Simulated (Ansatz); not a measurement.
# Notes on AgCl$_{4}$

```
Ag Cl
1.0
    -4.10549    4.10549    3.61811
     4.10549   -4.10549    3.61811
     4.10549    4.10549   -3.61811
Ag Cl
2 8
Cartesian
  4.1055 -2.0527 2.7136
  0.0000 6.1582 0.9045
  4.1055 0.5009 2.1347
  1.5519 2.0527 3.9437
  4.1055 3.6046 2.1347
  -1.5519 2.0527 3.9437
  0.0000 3.6046 1.4834
  5.6574 2.0527 -0.3256
  0.0000 0.5009 1.4834
  2.5536 2.0527 -0.3256
```

The numbers come from plane-wave PAW DFT (Ansatz): r2SCAN, no spin polarisation, 500 eV, 6×6×6 Γ-centred k points, fermi-dirac occupations (width 0.0457 eV). Nothing was relaxed.

Problem. Metal or insulator?

Solution. It is a metal, with about 19 states/eV a cell as the mean within 0.25 eV of the Fermi level, mostly Cl p (88 %).

Problem. What is the formation energy?

Solution. 0.10 eV an atom against the elements' usual phases (free molecules for gases, crystals otherwise, with no correction for O₂ or N₂), so at this geometry it isn't bound against them. Relaxing would lower it.

Problem. What does the stress say?

Solution. The pressure is -3.0 GPa (compression positive), so with the atoms held at these fractions the cell would first shrink. The principal stresses -4.3, -4.3, -0.6 GPa differ, so its shape would change too.

Problem. How is the charge shared?

Solution. Bader charges in e: Ag +0.90, Cl -0.23. In the mean Ag gives up most and Cl takes most.

Problem. Which atom feels the largest force, and which way?

Solution. The largest is on Cl8 (and as large on other atoms): 0.27 eV/Å, components (0.23, 0.00, -0.14). It makes 19° with the line to a nearest neighbour, Ag1 at 2.62 Å, pointing towards it.

Problem. Describe some of the short contacts.

Solution. Ag–Cl at 2.62 Å: least valence density 0.32 e/Å³ and ELF 0.23 there. These are pseudo-fields; inside the PAW spheres they differ from the all-electron ones.

Origin: a known structure type with other elements, at an estimated volume, so it need not be a known compound. Caveats: many states at the Fermi level without spin polarisation, so a magnetic state may lie lower.
